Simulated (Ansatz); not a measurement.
La$_{3}$ZrBi$_{5}$: the relaxed cell by functional

The starting cell is an entry of the Crystallography Open Database, a measured cell (2017, 293 K):

```
La Zr Bi
1.0
     9.76130    0.00000    0.00000
    -4.88065    8.45353    0.00000
     0.00000    0.00000    6.51972
La Zr Bi
6 2 10
Direct
  0.61870 0.00000 0.25000
  0.61870 0.61870 0.75000
  0.00000 0.61870 0.25000
  0.38130 0.00000 0.75000
  0.38130 0.38130 0.25000
  0.00000 0.38130 0.75000
  0.00000 0.00000 0.00000
  0.00000 0.00000 0.50000
  0.26135 0.00000 0.25000
  0.26135 0.26135 0.75000
  0.00000 0.26135 0.25000
  0.73865 0.00000 0.75000
  0.73865 0.73865 0.25000
  0.00000 0.73865 0.75000
  0.33333 0.66667 0.00000
  0.66667 0.33333 0.50000
  0.66667 0.33333 0.00000
  0.33333 0.66667 0.50000
```

Atoms and cell were relaxed at zero pressure with plane-wave PAW DFT (Ansatz 0.2.0; one set of PAW datasets, made under PBE, for all functionals; 420 eV, r2SCAN 500 eV; 4×4×5 Γ-centred mesh, fermi-dirac occupations of width 0.100 eV; no spin polarisation, no spin-orbit coupling, no dispersion correction), keeping the symmetry (P6_3/mcm, No. 193).

Problem. What cells and energies do LDA, PBEsol, PBE, r2SCAN give?

Solution. The relaxed conventional cells:

```
functional  a (Å)  c (Å)  volume (Å³/atom)  formation energy (eV/atom)
       LDA  9.640  6.409             28.66                      -0.920
    PBEsol  9.720  6.470             29.41                      -0.901
       PBE  9.884  6.583             30.94                      -0.851
    r2SCAN  9.895  6.552             30.86                      -1.004
 the entry  9.761  6.520             29.89                           –
```

LDA gives the smallest volume and PBE the largest, 8.0 % more, the usual order, since LDA overbinds and PBE's gradient terms loosen the lattice. Against the entry's volume: LDA -4.1 %, PBEsol -1.6 %, PBE +3.5 %, r2SCAN +3.3 %; PBEsol comes nearest. The formation energies span 0.15 eV an atom, lowest under r2SCAN.

Caveats: each relaxation keeps the start's symmetry, so a distorted cell may lie lower; computed cells are at 0 K with fixed nuclei, while the entry holds thermal expansion, often some tenths of a per cent in volume and more in soft crystals; no spin-orbit coupling, which moves formation energies of heavy elements; formation energies are at zero smearing against the elements' usual phases under the same functional, gases as free molecules, uncorrected.
